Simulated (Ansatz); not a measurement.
Here is the system:

SrSnP:
```
SrSnP
1.0
    4.37686     0.00000     0.00000
    0.00000     4.37686     0.00000
    0.00000     0.00000     8.98840
Sr Sn P
2 2 2
Direct
  0.00000   0.50000   0.66669
  0.50000   0.00000   0.33331
  0.50000   0.00000   0.94809
  0.00000   0.50000   0.05191
  0.00000   0.50000   0.32552
  0.50000   0.00000   0.67448
```

This is the r²SCAN-relaxed structure.

### Question
All from plane-wave PAW r²SCAN (Ansatz code), unless another level is named. Estimate the electronic character.

### Answer
metallic (no gap).

### Question
And the density of states at the Fermi level?

### Answer
0.29 states/eV per atom (mean over ±0.08 eV).

### Question
Next, the formation energy from the elements (no fitted shifts)?

### Answer
-0.88 eV/atom.

Space group P4/nmm. The workflow started from a Materials Project entry (that database holds measured and hypothetical structures alike); the Crystallography Open Database copy checked does not list it. Its standing as an ambient phase is unchecked. The r²SCAN relaxation kept the symmetry of its start; whether a distortion lowers the energy is not shown. The references are the lowest solids computed at this level, not always the standard phases. Spin–orbit coupling is left out wherever it is not named.

Potentials: the later of the program's two PAW sets.
